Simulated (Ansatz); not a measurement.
BAs (wurtzite, P6_3mc) at seven volumes, plane-wave PAW HSE06 (Ansatz code), shape and atoms relaxed at each. One row is withheld.

```tsv
V (Å³/atom)	P (GPa)
12.346	16.60
12.753	10.22
13.160	4.73
13.567	0.00
13.974	-4.06
14.381	-7.55
14.788	?
```

Question: Fit the shown pressures and predict the withheld one.

Answer: P = (3/2)B₀(x^(7/2) − x^(5/2))[1 + (3/4)(B′ − 4)(x − 1)] with x = (V₀/V)^(2/3). Least squares on the six rows gives V₀ = 13.568 Å³/atom, B₀ = 146 GPa, B′ = 3.99. At V = 14.788, x = 0.9442 and P = -10.59 GPa. The run itself gave -10.56 GPa.

A made-up cell: these elements were put on the sites of a structure type; the Crystallography Open Database copy checked does not list it. It is not the phase usual at ambient conditions (space group No. 216). The cell was relaxed with HSE06 under the symmetry of its start; whether a distortion lowers the energy is not shown.

Potentials: the later of the program's two PAW sets.
